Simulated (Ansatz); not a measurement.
CdSe:
```cif
data_Cd2Se2
_chemical_formula_sum 'Cd2 Se2'
_space_group_name_H-M_alt 'P63mc'
_space_group_IT_number 186
_space_group_name_Hall 'P 6c -2c'
_cell_length_a 4.34018
_cell_length_b 4.34018
_cell_length_c 7.07772
_cell_angle_alpha 90.000
_cell_angle_beta 90.000
_cell_angle_gamma 120.000
loop_
_atom_site_label
_atom_site_type_symbol
_atom_site_symmetry_multiplicity
_atom_site_Wyckoff_symbol
_atom_site_fract_x
_atom_site_fract_y
_atom_site_fract_z
_atom_site_occupancy
Cd1 Cd 2 b 0.66667 0.33333 0.00056 1
Se1 Se 2 b 0.33333 0.66667 0.12464 1
```

Relaxed with r²SCAN.

### Question
Decompose the optical modes at the zone centre into irreducible representations, and say which are infrared and Raman allowed.

### Answer
Point group 6mm: Γ_opt = A1 + 2B1 + E1 + 2E2. Infrared: A1, E1. Raman: A1, E1, E2.

### Question
Assign frequencies (DFPT, plane-wave PAW r²SCAN (Ansatz code); without the LO–TO term).

### Answer
E2 34, B1 122, A1 160, E1 165, E2 168, B1 184 cm⁻¹.

Subscripts of B labels follow the axes of the standard setting.

Space group P6_3mc (wurtzite). Symmetry was held in the r²SCAN relaxation; of distortions, only those at the zone centre were tested.

Potentials: the later of the program's two PAW sets.
